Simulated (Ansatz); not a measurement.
## Ta (Im-3m), work and stress of cleavage

The calculation used DFT r2SCAN, scalar-relativistic, plane waves, PAW (Ansatz 0.2.0). Settings: plane waves to 500 eV, k-mesh 22×22×7 (Γ-centred), Gaussian smearing 0.15 eV. Spin–orbit coupling is left out, which can shift energies with elements as heavy as these. No spin polarisation. Energies are free energies at this smearing, counted from the undisturbed cell; pressure is positive in compression.

Reference structure (relaxed at this level; with this scan's settings it stands at 0.2 GPa):

```
CELL_PARAMETERS angstrom
-1.65229 1.65229 -1.65229
-1.65229 -1.65229 1.65229
0.00000 6.60915 6.60915
ATOMIC_POSITIONS crystal
Ta 0.00000 0.00000 0.87500
Ta 0.50000 0.50000 0.12500
Ta 0.00000 0.00000 0.37500
Ta 0.50000 0.50000 0.62500
```

The cut lies on the cell's a–b face, a (0 1 1) plane (indices in the standard cell, whose axes needn't be the Cartesian ones shown) of area 7.72 Å², between layers 2.34 Å apart. Vector c is lengthened by d along the normal with the atoms' Cartesian places fixed: one unrelaxed cut a cell. The traction is positive where the two halves pull on each other.

| d (Å) | energy (J/m²) | traction (GPa) |
| --- | --- | --- |
| -0.30 | 0.58 | -44.5 |
| 0.00 | 0.00 | -0.1 |
| 0.25 | 0.25 | 19.0 |
| 0.50 | 0.87 | 29.0 |
| 1.00 | 2.39 | 28.8 |
| 1.50 | 3.60 | 19.3 |
| 2.00 | 4.35 | 11.3 |
| 3.00 | 5.00 | 3.3 |
| 4.50 | 5.22 | 0.4 |
| 6.00 | 5.24 | 0.0 |

**Question.** What are the work of separation and the cleavage stress, and do they fit the universal binding curve?

**Answer.** The energy levels off near W ≈ 5.24 J/m² (the traction is down to 0.0 GPa), the energy of the two unrelaxed faces, 2.62 J/m² each on average. The largest sampled traction is 29.0 GPa at d = 0.50 Å, and a parabola through it and its two neighbours peaks at σ_max ≈ 32.2 GPa, d ≈ 0.75 Å. The curve E = W[1 − (1 + d/ℓ)exp(−d/ℓ)] peaks in traction at d = ℓ with σ_max = W/(eℓ); with 1 J/m² per Å = 10 GPa this W and σ_max give ℓ = 0.60 Å. A parabola through that curve at the same three d peaks at 0.67 Å, against 0.75 Å here, a fair fit. Real crystals break at far lower stress, because cracks concentrate it, and on the plane of lowest W, which needn't be this one.

The cut is rigid; relaxing the faces lowers these energies and usually the stresses.

In a metal these slopes depend on the k mesh and the smearing.

Cost: 10 runs of about 10 core-minutes in all, on AMD EPYC 9R45 (Zen 5) (shared hosts).